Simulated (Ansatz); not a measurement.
# Zr (P6_3/mmc) as a metal

```
CELL_PARAMETERS angstrom
3.18889 0.00000 0.00000
-1.59444 2.76166 0.00000
0.00000 0.00000 5.10535
ATOMIC_POSITIONS crystal
Zr 0.33333 0.66667 0.25000
Zr 0.66667 0.33333 0.75000
```

Unless marked otherwise, the numbers come from PBEsol, all-electron LAPW in Ansatz 0.2.0, scalar-relativistic. k mesh 12×12×6, fine mesh 20×20×12, Fermi-Dirac smearing of 0.050 eV, basis error target 1 meV/atom. The cell was relaxed by PAW under this functional.

Levels and slopes are solved on a 20×20×12 mesh, and each state is taken as quadratic over its cell.

Task: What is the density of states at the Fermi level, and which bare Sommerfeld coefficient follows?

Result: N(E_F) = 1.1 states/eV/atom (both spins), so γ = (π²/3) k_B² N(E_F) = 2.6 mJ/(mol-atom K²) without electron-phonon or spin-fluctuation enhancement.

Task: What Drude plasma energy and σ/τ do the band velocities give?

Result: (ħω_p,α)² = (e²/ε₀VN_k) Σ_nkσ (∂E/∂k_α)² δ(E − E_F) gives ħω_p = (4.11, 4.11, 4.13) eV along x, y, z, and σ/τ = ε₀ω_p² = 3.45×10²⁰ Ω⁻¹m⁻¹s⁻¹ along x. Weighted by the density of states, the mean Fermi speed is 0.298×10⁶ m/s; the surface has an area of 11.9 Å⁻² for each spin direction.

Task: Which bands cross the Fermi level, and what do they carry?

Result: 

```
band  filled part  N (states/eV/cell)  speed (10⁶ m/s)  5th to 95th percentile  area (Å⁻²)       filling
   1         0.97               0.175            0.527            0.13 to 0.85        1.67   nearly full
   2         0.93               0.313            0.495            0.23 to 0.82        2.81   nearly full
   3         0.09                1.33            0.265            0.05 to 0.66         6.4  nearly empty
   4         0.01               0.389            0.146            0.04 to 0.34        1.03  nearly empty
```

Task: Map the plane k₃ = 1/2 of the mesh: how many bands lie under the Fermi level at each point, counted from the least on the plane?

Result: k₁ runs to the right and k₂ upwards, each from −½ to ½ with 0 in the middle (the axes needn't be at right angles):
```
22222442222222244222
22222242222222244422
22222222222222244442
22222222222222244444
44222222222222444444
24422222222222442222
22222222222222222222
22222222222222222222
22222222222222222222
22222222220222222222
22222222222222222222
22222222222222222222
22222222222222222222
22222442222222222244
44444442222222222224
24444422222222222222
22444422222222222222
22244422222222422222
22224422222222442222
22222422222222242222
```

Task: On PAW files the program sums the optical response inside the mesh cells, interband lines and its own Drude term. Where does ε₁ rise through zero (a sharp plasmon if ε₂ is small there), and how much light is reflected?

Result: 

- Fine mesh: 20, 20, 12
- Window top: 30 eV
- Line width: 0.2 eV
- Drude damping: 0.05 eV
- ε₁ rises through zero at x: 0.5, 7.78, 9.73, 16.3, 28.26 eV
- ε₂ there x: 55.35, 2.37, 2.21, 0.44, 2.14
- ε₁ rises through zero at z: 0.48, 0.81, 9.41, 16.29, 28.47 eV
- ε₂ there z: 95.37, 78.39, 0.86, 0.4, 1.63
- Plasma energy (x, y, z): 4.068, 4.068, 4.447 eV
- Reflectivity at 1 eV, x-polarised: 0.6735
- Reflectivity at 2 eV, x-polarised: 0.6352
- Reflectivity at 3 eV, x-polarised: 0.6396

The plasma energy here is the program's own sum at the run's smearing; it differs from the value above by up to 8 %, through mesh and smearing.

Task: What does PAW give for the same cell?

Result: N(E_F) = 1.1 states/eV/atom and ħω_p,x = 4.11 eV.

Caveats: these sums move with the mesh, by several per cent and more for small sheets; frozen-core PAW files fitted under PBE, their cores solved anew for the functional of the run.
